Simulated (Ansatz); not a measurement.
Li₂O:
```cif
data_Li2O
_chemical_formula_sum 'Li2 O1'
_space_group_name_H-M_alt 'P 1'
_space_group_IT_number 1
_cell_length_a 3.27121
_cell_length_b 3.27121
_cell_length_c 3.27121
_cell_angle_alpha 60.000
_cell_angle_beta 60.000
_cell_angle_gamma 60.000
loop_
_space_group_symop_operation_xyz
  'x, y, z'
loop_
_atom_site_label
_atom_site_type_symbol
_atom_site_fract_x
_atom_site_fract_y
_atom_site_fract_z
_atom_site_occupancy
Li1 Li 0.75000 0.75000 0.75000 1
Li2 Li 0.25000 0.25000 0.25000 1
O1 O 0.00000 0.00000 0.00000 1
```

Relaxed with the program Ansatz at the PBE level (PAW). Indices refer to the conventional cell of Fm-3m, a = 4.6262 Å, b = 4.6262 Å, c = 4.6262 Å, α = 90.00°, β = 90.00°, γ = 90.00°.

Q: Simulate the powder diffraction pattern (Cu Kα, λ = 1.54184 Å; lines above 1 %) up to 2θ = 90°.

A: Simulated powder pattern, Cu Kα, λ = 1.54184 Å (kinematic, ideal powder, no thermal factors, no anomalous dispersion; the 30 strongest lines at most, above 1 %, up to 2θ = 90°):

```tsv
2θ (°)	d (Å)	I/Imax (%)	hkl
33.55	2.671	100	(111)
38.94	2.313	6.0	(200)
56.24	1.636	68	(220)
67.10	1.395	22	(311)
83.61	1.157	8.3	(400)
```

The PBE relaxation kept the symmetry of its start.

Potentials: the later of the program's two PAW sets.
